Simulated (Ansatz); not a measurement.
MoS₂ (3R-MoS2 type, space group R3m)

```yaml
crystal:
  lattice:
    - [1.58761, 0.91661, 6.19494]
    - [-1.58761, 0.91661, 6.19494]
    - [0.00000, -1.83321, 6.19494]
  atoms:
    - { symbol: Mo, position: [0.00000, 0.00000, 0.00000] }
    - { symbol: S, position: [0.75030, 0.75030, 0.75030] }
    - { symbol: S, position: [0.58300, 0.58300, 0.58300] }
```

This relaxed cell (volume V₀) is scaled evenly in all directions, its shape held. The atoms relax within the cell's symmetry.

Computed with r2SCAN+rVV10 (plane waves to 500 eV, PAW, scalar-relativistic; Ansatz, a first-principles code). k mesh 12×12×12 (Γ-centred), Fermi-Dirac smearing 0.05 eV. E stands for the smeared free energy. Stress and pressure are positive under compression. With the shape held, the modulus is that of even scaling; a crystal free to change shape is softer. MoS2 is run without spin polarisation. MoS2 was relaxed with its symmetry unable to fall. This is one of several known forms of MoS2; the measured ambient cells at hand have space group No. 194. ΔE is measured from the relaxed starting cell.

```csv
V (Å³/atom),ΔE (meV/atom)
15.145,148.4
15.626,97.6
16.107,59.2
16.587,31.6
17.068,13.4
17.549,3.2
18.030,0.0
18.511,2.9
18.991,withheld
19.472,24.2
19.953,41.2
20.434,62.0
20.915,86.0
```

Task: Fit a third-order Birch-Murnaghan form (E₀, V₀, B₀, B₀′ free) to the given rows and predict ΔE at V = 18.991.

Result: Least squares on the 12 given rows: ΔE = E₀ + (9V₀B₀/16)·y²·[2 + (B₀′ − 4)y], y = (V₀/V)^(2/3) − 1, with V₀ = 18.028 Å³/atom, B₀ = 76.77 GPa (160.2 GPa = 1 eV/Å³; the term in eV is multiplied by 1000), B₀′ = 4.11, E₀ = -0.08 meV/atom; root-mean-square residual 0.08 meV/atom. At 18.991 the fit gives 11.2 meV/atom; the calculation gives 11.2 meV/atom, the same to the digits shown. For the pressure the fit gives -3.6 GPa against the computed -3.6 GPa.

(A scan under strain: stresses follow from slopes of the energy per volume, elastic moduli from its curvatures.)
